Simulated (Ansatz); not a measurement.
Input and command of a plane-wave DFT calculation in Ansatz:

```yaml
crystal:
  lattice:
    - [0.0, 2.0228, 2.1006]
    - [2.0228, 0.0, 2.1006]
    - [2.0228, 2.0228, 0.0]
  atoms:
    - { symbol: Os, position: [0.0, 0.0, 0.0] }
basis:
  ecutwfc: 500
kpoints:
  mp_grid: { grid: [20, 20, 20] }
hamiltonian:
  xc: r2scan
scf:
  occupations: { method: gaussian, width: 0.15 }
output:
  forces: true
  stress: true
  eigenvalues: true
```

```bash
ansatz run input.yaml --threads 1 --pin off --max-ram 2560MiB --backend cpu --events-out ev --progress --plain --runs-dir out
```

Processor: Intel(R) Xeon(R) 6975P-C (Granite Rapids), 1 thread, on a host shared with other jobs.

Q: Estimate time, memory and problem size.

A: About 7.3 s on 1 thread of Intel(R) Xeon(R) 6975P-C (Granite Rapids) (shared host), peak memory 0.55 GiB. It solves 12 bands at 641 k points (the mesh reduced by symmetry) with about 427 plane waves, in 6 SCF iterations.
